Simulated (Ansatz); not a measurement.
A geometry of Mo away from equilibrium: step 2 of the relaxation of a relaxed Mo cell, doubled along one cell vector, shaken by Gaussian noise of σ = 0.08 Å a coordinate. All values below come from r2SCAN (plane waves to 500 eV, PAW, scalar-relativistic; Ansatz, a program for electronic structure). Γ-centred k-mesh 14×7×14 on the run's cell (coarser than for final values), Fermi–Dirac smearing 0.05 eV.

```xyz
2
Lattice="-1.5599 1.5738 1.6094 3.0950 -3.1059 3.1524 1.5760 1.5690 -1.5886" Properties=species:S:1:pos:R:3:forces:R:3 pbc="T T T" free_energy=-9935.170 pressure_GPa=1.4
Mo     0.0509    -0.0098     0.1283    0.0190   -0.2100   -0.8818
Mo     1.6284    -1.6304     1.5976   -0.0190    0.2100    0.8818
```

Positions in Å, forces in eV/Å, free energy of the cell in eV (comparable only within this code, potentials and settings). Largest force: 0.91 eV/Å, on Mo1, Mo2 (atoms numbered as listed).

No spin polarisation in the result.

The run could not lose the symmetry of its start.
